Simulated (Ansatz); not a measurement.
Level of theory: DFT PBE, scalar-relativistic, plane waves, PAW (Ansatz 0.2.0). Plane waves to 420 eV, a 12×12×2 mesh through Γ for the 12-atom cell and 0.02 eV Gaussian smearing; no spin polarisation.

Formation energies are uncorrected and count from the elements' standard states at the same level.

Problem. Give a relaxed trial structure of a hexagonal semiconductor that holds Ga and 2 more elements, with a gap near 0.9 eV, a formation energy near −0.39 eV/atom and about 22 Å³ per atom, in a cell of 12 atoms.

Solution. Ga₃AsP₂, space group P6_3mc (No. 186). Ga on its first site has 3 P at 2.40 Å and 1 As at 2.49 Å; Ga on its second site is surrounded by 4 P at 2.40 Å; P on its first site has 4 Ga at 2.39–2.40 Å; As has 4 Ga at 2.44–2.49 Å; 2 more sites not described.

```xyz
12
Lattice="3.9359 0.0000 0.0000 -1.9679 3.4086 0.0000 0.0000 0.0000 19.4699" Properties=species:S:1:pos:R:3 pbc="T T T"
Ga    0.0000    2.2724    6.4243
Ga    0.0000    2.2724   12.9797
Ga    0.0000    2.2724    0.0676
Ga    1.9679    1.1362    3.2447
Ga    1.9679    1.1362    9.8025
Ga    1.9679    1.1362   16.1592
P     0.0000    2.2724    2.4593
P     0.0000    2.2724   15.3789
P     1.9679    1.1362    5.6439
P     1.9679    1.1362   12.1943
As    0.0000    2.2724    8.9119
As    1.9679    1.1362   18.6469
```

| Property | Result |
| --- | --- |
| Volume per atom | 21.77 Å³ |
| Density | 4.40 g/cm³ |
| Energy over the elements | −0.386 eV/atom |
| Gap on the 12×12×2 mesh of the 12-atom cell | 0.90 eV |

It was reached by relaxing an invented guess, and it needn't be the stable form of this composition. Other answers may fit too; this one was computed.

Kohn–Sham gaps at this level usually fall short of measured ones. The reference forms of As and P are held partly by dispersion forces, which this level lacks. A structure relaxed within its symmetry needn't be a true minimum.
